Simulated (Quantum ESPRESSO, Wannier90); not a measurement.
**Tight-binding from DFT: BaSnO3 (cubic perovskite)**

Structure: Materials Project mp-3163, symmetrised, not relaxed again. COD (Crystallography Open Database) records the formula in this space group. Ideal cubic forms of this type are often high-temperature phases that distort on cooling; symmetry holds the cell here, and its stability was not tested. Method: LDA plane waves in Quantum ESPRESSO 7.5 (PseudoDojo norm-conserving files, 68 Ry, no spin polarisation, no spin-orbit coupling), Bloch states on a 8×8×8 mesh through Γ, Wannier90 4.0.1. Density: 8×8×8 mesh, Gaussian smearing 0.01 Ry. Spin-orbit coupling is left out although heavy elements are present.

On the energy scale of pw.x, whose zero is arbitrary, the valence-band maximum lies at 9.77 eV.

Input w.win:

```
num_bands = 3
num_wann = 3
exclude_bands = 1-3,7-43
num_iter = 800
conv_tol = 1.0e-6
conv_window = 4
write_hr = true
write_u_matrices = true
auto_projections = true
begin unit_cell_cart
ang
    4.1434700000    0.0000000000    0.0000000000
    0.0000000000    4.1434700000    0.0000000000
    0.0000000000    0.0000000000    4.1434700000
end unit_cell_cart
begin atoms_frac
Ba   0.5000000000  0.5000000000  0.5000000000
Sn   0.0000000000  0.0000000000  0.0000000000
O    0.0000000000  0.5000000000  0.0000000000
O    0.5000000000  0.0000000000  0.0000000000
O    0.0000000000  0.0000000000  0.5000000000
end atoms_frac
mp_grid = 8 8 8
begin kpoints
0.0000000000 0.0000000000 0.0000000000
0.0000000000 0.0000000000 0.1250000000
0.0000000000 0.0000000000 0.2500000000
... (509 more lines: the 8x8x8 mesh through Gamma)
end kpoints
```

Input of pw2wannier90.x that gives the overlap and projection files (equivalent; here they were cut from one run over all bands):

```
&inputpp
  outdir = './out'
  prefix = 'pwscf'
  seedname = 'w'
  write_amn = .true.
  write_mmn = .true.
  scdm_proj = .true.
  scdm_entanglement = 'isolated'
/
```

Output w.wout (banner and timings cut):

```
                                    ------
                                    SYSTEM
                                    ------

                              Lattice Vectors (Ang)
                    a_1     4.143470   0.000000   0.000000
                    a_2     0.000000   4.143470   0.000000
                    a_3     0.000000   0.000000   4.143470

                   Unit Cell Volume:      71.13652  (Ang^3)

                        Reciprocal-Space Vectors (Ang^-1)
                    b_1     1.516407   0.000000   0.000000
                    b_2     0.000000   1.516407   0.000000
                    b_3     0.000000   0.000000   1.516407

 *----------------------------------------------------------------------------*
 |   Site       Fractional Coordinate          Cartesian Coordinate (Ang)     |
 +----------------------------------------------------------------------------+
 | ba   1   0.50000   0.50000   0.50000   |    2.07173   2.07173   2.07173    |
 | sn   1   0.00000   0.00000   0.00000   |    0.00000   0.00000   0.00000    |
 | o    1   0.00000   0.50000   0.00000   |    0.00000   2.07173   0.00000    |
 | o    2   0.50000   0.00000   0.00000   |    2.07173   0.00000   0.00000    |
 | o    3   0.00000   0.00000   0.50000   |    0.00000   0.00000   2.07173    |
 *----------------------------------------------------------------------------*
                                ------------
                                K-POINT GRID
                                ------------

             Grid size =  8 x  8 x  8      Total points =  512

 *---------------------------------- MAIN ------------------------------------*
 |  Number of Wannier Functions               :                 3             |
 |  Number of Objective Wannier Functions     :                 3             |
 |  Number of input Bloch states              :                 3             |
 |  Output verbosity (1=low, 5=high)          :                 1             |
 |  Timing Level (1=low, 5=high)              :                 1             |
 |  Optimisation (0=memory, 3=speed)          :                 3             |
 |  Length Unit                               :               Ang             |
 |  Post-processing setup (write *.nnkp)      :                 F             |
 |  Using Gamma-only branch of algorithms     :                 F             |
 *----------------------------------------------------------------------------*
 *------------------------------- WANNIERISE ---------------------------------*
 |  Total number of iterations                :               800             |
 |  Number of CG steps before reset           :                 5             |
 |  Trial step length for line search         :             2.000             |
 |  Convergence tolerence                     :         0.100E-05             |
 |  Convergence window                        :                 4             |
 |  Iterations between writing output         :                 1             |
 |  Iterations between backing up to disk     :               100             |
 |  Write r^2_nm to file                      :                 F             |
 |  Write xyz WF centres to file              :                 F             |
 |  Write on-site energies <0n|H|0n> to file  :                 F             |
 |  Use guiding centre to control phases      :                 F             |
 |  Use phases for initial projections        :                 F             |
 *----------------------------------------------------------------------------*
 *-------------------------------- PLOTTING ----------------------------------*
 |  Plotting Hamiltonian in WF basis          :                 T             |
 *----------------------------------------------------------------------------*

       ... (k-mesh section left out)

 Starting a new Wannier90 calculation ...

 Reading overlaps from w.mmn

 Reading projections from w.amn

 *------------------------------- WANNIERISE ---------------------------------*
 +--------------------------------------------------------------------+<-- CONV
 | Iter  Delta Spread     RMS Gradient      Spread (Ang^2)            |<-- CONV
 +--------------------------------------------------------------------+<-- CONV

 ------------------------------------------------------------------------------
 Initial State
  WF centre and spread    1  ( -0.000000, -0.000000, -0.000000 )     0.44001107
  WF centre and spread    2  ( -0.000000,  0.000000,  0.000000 )     0.44001107
  WF centre and spread    3  (  0.000000,  0.000000, -0.000000 )     0.44000230
  Sum of centres and spreads ( -0.000000,  0.000000, -0.000000 )     1.32002444

      0     0.132E+01     0.0000000000        1.3200244400  <-- CONV
        O_D=      0.0000003 O_OD=      0.0002687 O_TOT=      1.3200244 <-- SPRD
 ------------------------------------------------------------------------------
      1    -0.129E-04     0.0022832942        1.3200115864  <-- CONV
        O_D=      0.0000002 O_OD=      0.0002558 O_TOT=      1.3200116 <-- SPRD
      2    -0.192E-05     0.0014228460        1.3200096647  <-- CONV
        O_D=      0.0000001 O_OD=      0.0002540 O_TOT=      1.3200097 <-- SPRD
      3    -0.799E-06     0.0008941362        1.3200088653  <-- CONV
        O_D=      0.0000000 O_OD=      0.0002533 O_TOT=      1.3200089 <-- SPRD
      4    -0.212E-06     0.0004975102        1.3200086536  <-- CONV
        O_D=      0.0000000 O_OD=      0.0002531 O_TOT=      1.3200087 <-- SPRD
      5    -0.665E-07     0.0002562003        1.3200085871  <-- CONV
        O_D=      0.0000000 O_OD=      0.0002530 O_TOT=      1.3200086 <-- SPRD
      6    -0.249E-07     0.0001531833        1.3200085622  <-- CONV
        O_D=      0.0000000 O_OD=      0.0002530 O_TOT=      1.3200086 <-- SPRD
             <<<     Delta < 1.000E-06  over  4 iterations     >>>
             <<< Wannierisation convergence criteria satisfied >>>
 Final State
  WF centre and spread    1  ( -0.000000, -0.000000, -0.000000 )     0.44000619
  WF centre and spread    2  ( -0.000000,  0.000000,  0.000000 )     0.44000619
  WF centre and spread    3  (  0.000000,  0.000000, -0.000000 )     0.43999618
  Sum of centres and spreads ( -0.000000,  0.000000, -0.000000 )     1.32000856

         Spreads (Ang^2)       Omega I      =     1.319755526
        ================       Omega D      =     0.000000007
                               Omega OD     =     0.000253029
    Final Spread (Ang^2)       Omega Total  =     1.320008562
```
